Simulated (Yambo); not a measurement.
Input:

```xyz
8
Lattice="2.6083 1.5059 4.4445 -2.6083 1.5059 4.4445 0.0000 -3.0118 4.4445" Properties=species:S:1:pos:R:3 pbc="T T T"
F     -0.4456     1.5504     7.8060
F      0.4456    -1.5504     5.5275
F     -1.1199    -1.1611     7.8060
F      1.1199     1.1611     5.5275
F      1.5655    -0.3893     7.8060
F     -1.5655     0.3893     5.5275
Mg     0.0000     0.0000     6.6668
Ti     0.0000     0.0000     0.0000
```

Workflow: LDA (pw.x of Quantum ESPRESSO, ONCV potentials, without SOC), then G0W0 in Yambo (2×2×2 Γ-centred k mesh, bands 3 to 163 and a 7 Ry block in the screening, 163 bands in G with the Bruneval-Gonze terminator, plasmon pole fitted at 27.2 eV).

Give the LDA and G0W0 gaps between the band edges found on this mesh, and say where the edges lie.

Edges: Γ → F. LDA: 4.83 eV; G0W0: 9.54 eV. Nearest settings tried, and what they do to the gap: 130 bands in W, 130 bands in G: +16 meV; 6 Ry block (175 vectors against 223): +64 meV; 4×4×4 mesh: +9 meV. So the settings aren't converged at that level. The k mesh is coarse. 

Geometry of the Materials Project entry, not relaxed at this level.

The structure is a Materials Project entry; no match was found in the copy of COD used, and its stability was not checked.
